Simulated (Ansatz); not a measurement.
Input file of a DFT run on EuSb with Ansatz:

```yaml
crystal:
  lattice:
    - [5.6974709255, 0.0, 0.0]
    - [-2.8487354628, 4.9341545588, 0.0]
    - [0.0, 0.0, 12.909172991]
  atoms:
    - { symbol: Eu, position: [0.6666666667, 0.3333333333, 0.0313], spin: 6.0 }
    - { symbol: Eu, position: [0.3333333333, 0.6666666667, 0.2813], spin: 6.0 }
    - { symbol: Sb, position: [0.6666666667, 0.3333333333, 0.2813] }
    - { symbol: Sb, position: [0.3333333333, 0.6666666667, 0.0313] }
    - { symbol: Eu, position: [0.6666666667, 0.3333333333, 0.5313], spin: -6.0 }
    - { symbol: Eu, position: [0.3333333333, 0.6666666667, 0.7813], spin: -6.0 }
    - { symbol: Sb, position: [0.6666666667, 0.3333333333, 0.7813] }
    - { symbol: Sb, position: [0.3333333333, 0.6666666667, 0.5313] }
basis:
  ecutwfc: 420
  ecutrho_ratio: 4
kpoints:
  mp_grid: { grid: [3, 3, 1] }
hamiltonian:
  xc: pbe
  hubbard: { sites: [{ species: Eu, l: f, u_eff: 6.0 }] }
scf:
  occupations: { method: gaussian, width: 0.05 }
output:
  forces: true
  stress: true
  eigenvalues: true
  populations: true
  hubbard: { sites: [{ species: Eu, l: f }] }
  write_density: true
  write_potential: true
  elf: true
  volumetric_format: npy
magnetization:
  spin_polarized: true
```

Launched as:
```sh
ansatz run input.yaml --threads 2 --pin off --max-ram 2662MiB --backend cpu --events-out ev --progress --plain --runs-dir out
```

This is a trial structure: such lanthanide and actinide compounds mostly take the rock-salt structure.

Predict the main results.

Pressure -0.2 GPa, gap on the mesh zero (metallic), site spin moments Eu 6.91, -6.91; Sb -0.12, 0.12 μB, largest force component 0.025 eV/Å (PBE+U, scalar-relativistic).

What the program printed, in part:

```
Eu: projections on atomic orbitals take those of the free atom [Kr 4d10] 4f7 5s2 5p6 5d0 6s2, of charge +0.00 (hamiltonian.pseudopotentials.projection_atoms); the dataset's partial waves leave at most 1.0e-3 of an orbital's norm unspanned inside its sphere
Sb: projections on atomic orbitals take those of the free atom [Kr] 4d10 5s2 5p3, of charge +0.00 (hamiltonian.pseudopotentials.projection_atoms); the dataset's partial waves leave at most 3.6e-6 of an orbital's norm unspanned inside its sphere
Pseudopotentials: kind: paw
Pseudopotential: Eu, paw, valence charge 17, recommended cutoff 420 eV (normal), Eu.paw.azcp
Pseudopotential: Sb, paw, valence charge 15, recommended cutoff 420 eV (normal), Sb.paw.azcp
Crystal: 8 atoms, lattice volume = 362.905 Å³
Basis set: ecut = 420 eV, 7123 PW (Γ), exchange–correlation on 80×80×180 points (8 copies of the dense FFT grid, shifted against one another)
Bands: 92, of which v1, the nominal top of the filled ones, is band 64 counted from 1 (63 counted from 0)
Symmetry: 12 space group operations
Space group: P-3m1 (ITA 164), of the structure as read, at distance tolerance 7.1e-5 Å
Magnetic group: BNS 164.90 (UNI 1320), of the structure as read, at distance tolerance 7.1e-5 Å
k-points: 3 of 9
Initial density: superposition of atomic densities (chi_scale 0.1, normalization cell)
Starting magnetic order: antiferromagnet; a translation exchanges its spin sublattices: spin-degenerate at every k-point
Initial wavefunctions: pseudopotential atomic-orbital guess
Functional: x = pbe(κ = 0.804, μ = 0.21951), c = pbe(β = 0.06672)
```

SCF trace (energy estimate counted from the last row; the run made several SCF loops, for ionic steps, more bands or searches for a lower state, numbered loop.iteration):
| iteration | ΔE (eV) | density residual (eV) |
| --- | --- | --- |
| 1.1 | 5.564 | 8.28e0 |
| 1.2 | 5.869 | 3.66e0 |
| 1.3 | 5.834 | 1.96e-1 |
| 1.4 | 5.291 | 2.02e-1 |
| 1.5 | 5.270 | 6.10e-2 |
| 1.6 | 4.909 | 1.62e-1 |
| 1.7 | 4.656 | 2.24e-2 |
| 1.8 | 4.539 | 4.47e-2 |
| 1.9 | 4.617 | 3.83e-3 |
| 1.10 | 4.430 | 1.87e-2 |
| 1.11 | 4.657 | 4.77e-2 |
| 1.12 | 4.395 | 6.64e-2 |
| 1.13 | 4.439 | 3.15e-2 |
| … | … | … |
| 2.3 | -2.0e-06 | 7.56e-5 |
| 2.4 | 2.0e-06 | 1.12e-6 |
| 2.5 | 1.0e-06 | 1.02e-7 |
| 2.6 | 0.000 | 1.93e-8 |

```
SCF 1 converged in 6 iterations: F = -61007.528842 eV  dr2 = 1.93e-8
SCF converged after 41 iterations (35 of them in the search for the orbital order of the open f shells)
Magnetization: -0.0001 μB (64.0000 up, 64.0000 down)
Absolute magnetization: 28.9616 μB (∫|ρ↑−ρ↓|, with the PAW one-centre terms)
Per-site moments (μB) at R_I (Å): [(6.90800, 1.33126), (6.90800, 1.33126), (-0.11883, 1.33126), (-0.11883, 1.33126), (-6.90799, 1.33126), (-6.90799, 1.33126), (0.11880, 1.33126), (0.11880, 1.33126)]
Free energy (F): -61007.528842 eV
E sigma→0 (E₀):  -61007.523838 eV
Entropy (-TS):   -0.010008 eV (-1.251 meV/atom)
Fermi energy:    5.420036 eV
--- Forces (eV/Å), atoms counted from 1 ---
  atom   1  Eu     0.00000000     0.00000000    -0.02492975
  atom   2  Eu     0.00000000     0.00000000     0.02492975
  atom   3  Sb     0.00000000     0.00000000     0.01023245
  atom   4  Sb     0.00000000     0.00000000    -0.01023245
  atom   5  Eu     0.00000000     0.00000000    -0.02482420
  atom   6  Eu     0.00000000     0.00000000     0.02482420
  atom   7  Sb     0.00000000     0.00000000     0.01024163
  atom   8  Sb     0.00000000     0.00000000    -0.01024163
--- Stress (GPa, compression-positive) ---
       -0.164094       0.000000       0.000000
        0.000000      -0.164094       0.000000
        0.000000       0.000000      -0.298051
  P = ⅓ Tr σ = -0.2087 GPa (-2.087 kbar)
--- Löwdin populations: 8 sites ---
  site symbol       q [e]    m [muB]
     0     Eu     16.7788     7.0988
     1     Eu     16.7788     7.0988
     2     Sb     15.1895    -0.1896
     3     Sb     15.1895    -0.1896
     4     Eu     16.7788    -7.0988
     5     Eu     16.7788    -7.0988
     6     Sb     15.1896     0.1896
     7     Sb     15.1896     0.1896
--- Occupation matrices: 4 shells (run DFT+U table (all-electron-ortho-atomic); ε = 7.22e-4) ---
  Eu0 f_4F up     Tr n = 6.9531  λ = 0.982 0.992 0.992 0.996 0.996 0.997 0.997
  Eu0 f_4F dn     Tr n = 0.0061  λ = 0.000 0.000 0.001 0.001 0.001 0.001 0.001
  Eu1 f_4F up     Tr n = 6.9531  λ = 0.982 0.992 0.992 0.996 0.996 0.997 0.997
  Eu1 f_4F dn     Tr n = 0.0061  λ = 0.000 0.000 0.001 0.001 0.001 0.001 0.001
  Eu4 f_4F up     Tr n = 0.0061  λ = 0.000 0.000 0.001 0.001 0.001 0.001 0.001
  Eu4 f_4F dn     Tr n = 6.9531  λ = 0.982 0.992 0.992 0.996 0.996 0.997 0.997
  Eu5 f_4F up     Tr n = 0.0061  λ = 0.000 0.000 0.001 0.001 0.001 0.001 0.001
  Eu5 f_4F dn     Tr n = 6.9531  λ = 0.982 0.992 0.992 0.996 0.996 0.997 0.997
```

Cost: 110 s on 2 threads of Arm Neoverse V2, with other jobs on the host, peak memory 0.85 GiB.

Absolute energies hang on the potentials; compare differences alone.

Spin–orbit coupling, which matters for such heavy elements, is left out. The run wasn't fully tested for a lower electronic state. Site moments are of spin, integrated over atomic spheres. A U of this size is made for insulators; in a metal, as here, it tends to take f weight out of the bonding and to swell the cell. The k-mesh is coarse, so small energy differences aren't converged.
